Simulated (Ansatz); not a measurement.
Cell and atoms are relaxed with the symmetry kept. Start:

```
Ca B
1.0
     4.14797    0.00000    0.00000
     0.00000    4.14797    0.00000
     0.00000    0.00000    4.14797
Ca B
1 6
Direct
  0.50000 0.50000 0.50000
  0.00000 0.00000 0.29830
  0.00000 0.00000 0.70170
  0.29830 0.00000 0.00000
  0.70170 0.00000 0.00000
  0.00000 0.29830 0.00000
  0.00000 0.70170 0.00000
```

These are results of Ansatz 0.2.0, DFT PBE, scalar-relativistic, plane waves, PAW, not measurements.

Cutoff 420 eV; k points 8×8×8 on the computed 7-atom cell (Γ-centred); Gaussian smearing, width 0.01 eV; no spin polarisation.

Task: What does it relax to?

Result: The volume doesn't move by more than 0.01 Å³/atom to 10.19 Å³/atom, and the energy changes by under 0.1 meV/atom. Final structure:
```cif
data_structure
_symmetry_space_group_name_H-M 'P 1'
_symmetry_Int_Tables_number 1
_cell_length_a 4.1477
_cell_length_b 4.1477
_cell_length_c 4.1477
_cell_angle_alpha 90.000
_cell_angle_beta 90.000
_cell_angle_gamma 90.000
_cell_volume 71.36
loop_
_atom_site_label
_atom_site_type_symbol
_atom_site_fract_x
_atom_site_fract_y
_atom_site_fract_z
_atom_site_occupancy
Ca1 Ca 0.50000 0.50000 0.50000 1
B1 B 0.00000 0.00000 0.29821 1
B2 B 0.00000 0.00000 0.70179 1
B3 B 0.29821 0.00000 0.00000 1
B4 B 0.70179 0.00000 0.00000 1
B5 B 0.00000 0.29821 0.00000 1
B6 B 0.00000 0.70179 0.00000 1
```